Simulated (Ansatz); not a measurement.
Structure types of Gd were relaxed at one common pressure (all-electron LAPW in Ansatz 0.2.0 under PBEsol, scalar-relativistic, ferromagnetic start, zero temperature). They take these volumes:

```tsv
type	space group	V (Å³/atom)
fcc	Fm-3m	24.21
bcc	Im-3m	24.59
```

At about which pressure, and is the densest type also the lowest in enthalpy?

12 GPa. The densest is fcc, and it is also the lowest in enthalpy among these.
